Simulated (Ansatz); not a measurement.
MoSe₂:
```
CELL_PARAMETERS angstrom
      3.27705     0.00000     0.00000
     -1.63853     2.83801     0.00000
      0.00000     0.00000    12.73283
ATOMIC_POSITIONS crystal
  Mo 0.66667 0.33333 0.75000
  Mo 0.33333 0.66667 0.25000
  Se 0.33333 0.66667 0.88147
  Se 0.66667 0.33333 0.11853
  Se 0.66667 0.33333 0.38147
  Se 0.33333 0.66667 0.61853
```

Relaxed with PBE+D3(BJ).

Problem. Map the electron localisation function on the plane through (0.667, 0.333, 0.750) spanned by u = [0, 0, 1] and v = [1, -1, 0] in lattice vectors, from PBE+D3(BJ) in the plane-wave PAW code Ansatz.

Solution. x is the fraction of u, y of v (the angle between them is 90°; rows are the nearest grid lines); atoms in the plane: Mo at (0.00, 0.00), Mo at (0.50, 0.67), Se at (0.13, 0.67), Se at (0.37, 0.00), Se at (0.63, 0.00), Se at (0.87, 0.67).
```
|2683221000499831376336731389940001223862|
|4773221000499841476336741489940001223774|
|7862332100289964686336864699820012332687|
|5435787751048988874224788898401577875345|
|2237888873016788863333688876103788887322|
|1258888996102567633663367652016998888521|
|1368767998200234326886234320028997678631|
|1367313899400012238668322100049983137631|
|1367413899400012238778322100049983147631|
|2367635999300012227887222100039995367632|
|2367768998200012215885122100028998677632|
|2367888996100012212662122100016998887632|
|3345666651000011111111111100001566665433|
|4333333310000001111221111000000133333334|
|4321111000000000112332110000000001111234|
|4321000000000000012332100000000000001234|
|4321000000000000012332100000000000001234|
|2211110000001222222332222221000000111122|
|2111111000013555543333455553100001111112|
|3211211000037777764334677777300001121123|
|6511221000158988875335788898510001221156|
|8862221000389964676336764699830001222688|
|4773221000499841476336741489940001223774|
|2683221000499831376336731389940001223862|
```
Scale: ten equal steps from 0.011 (start of '0') to 0.887 (end of '9'), in the order '0123456789'; x runs from 0.000 to 1.00, y from 0.000 (bottom) to 1.00 (top).

The density is the valence pseudo-density with augmentation charge, so density and ELF within about 1 Å of a nucleus are not all-electron values.

Space group P6_3/mmc. Symmetry was held in the PBE+D3(BJ) relaxation; phonons on a q-mesh show no instability. No spin polarisation was allowed.

Potentials: the later of the program's two PAW sets.
